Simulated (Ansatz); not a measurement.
# Notes on MnIr

```
CELL_PARAMETERS angstrom
3.82968 0.00000 0.00000
0.00000 3.82968 0.00000
0.00000 0.00000 3.61907
ATOMIC_POSITIONS crystal
Mn 0.00000 0.50000 0.50000
Mn 0.50000 0.00000 0.50000
Ir 0.00000 0.00000 0.00000
Ir 0.50000 0.50000 0.00000
```

Single point in Ansatz 0.2.0 with r2SCAN, no spin polarisation. Cutoff 500 eV, PAW datasets, 9×9×9 Γ-centred k mesh, fermi-dirac filling (width 0.1 eV).

**Question.** Is there a gap?

**Answer.** It is a metal, with about 6 states/eV a cell as the mean within 0.25 eV of the Fermi level, mostly Mn d (77 %) and Ir d (19 %).

**Question.** What do density and ELF say about some of the short contacts?

**Answer.** Mn–Ir at 2.63 Å: least valence density 0.37 e/Å³ and ELF 0.29 there. Mn–Mn at 2.71 Å: least valence density 0.27 e/Å³ and ELF 0.32 there. Ir–Ir at 2.71 Å: least valence density 0.46 e/Å³ and ELF 0.38 there. Both are smooth PAW fields, read partly inside the augmentation spheres.

**Question.** What is the formation energy?

**Answer.** 0.14 eV an atom against the elements' usual phases (free molecules for gases, crystals otherwise, with no correction for O₂ or N₂), so at this geometry it isn't bound against them. Relaxing would lower it.

**Question.** Give the Bader charges.

**Answer.** Bader charges in e: Mn +0.66, Ir -0.66. In the mean Mn gives up most and Ir takes most.

**Question.** What does the stress say?

**Answer.** The pressure is -19.2 GPa (compression positive), so with the atoms held at these fractions the cell would first shrink. The principal stresses -22.2, -22.2, -13.1 GPa differ, so its shape would change too.

Origin: a database entry at a rescaled volume. Caveats: no spin polarisation, so a magnetic state may lie lower; atoms or cell far from equilibrium.
